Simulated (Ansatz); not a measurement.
Question: Each is relaxed and computed with plane-wave PAW r²SCAN (Ansatz code). Which is the only one with a gap?
A) Y3Si5, P-62m (Y on 3f, Si on 2d, Si on 3g)
B) YGe2Rh2, I4/mmm (Y on 2a, Ge on 4e, Rh on 4d)
C) Y2GeRh3, R-3m (Y on 6c, Ge on 3a, Rh on 9d)
D) Y2S3, P2_1/m (Pearson symbol mP30)

Answer: D, Y2S3, P2_1/m (Pearson symbol mP30). Y2S3: gap 1.87 eV (direct); Y2GeRh3: metal; Y3Si5: metal; YGe2Rh2: metal. Typed or built starts, not in the databases checked: Y3Si5, P-62m (Y on 3f, Si on 2d, Si on 3g). Standing as an ambient phase not checked: Y2S3, P2_1/m (Pearson symbol mP30); Y2GeRh3, R-3m (Y on 6c, Ge on 3a, Rh on 9d); YGe2Rh2, I4/mmm (Y on 2a, Ge on 4e, Rh on 4d). All cells were relaxed under the symmetry of their starts (and spin orders); stability against distortions was not tested throughout. Rows with no word on spin ran without spin polarisation. Scalar-relativistic: spin–orbit coupling is off unless named, which matters more the heavier the elements.

Potentials: the later of the program's two PAW sets.
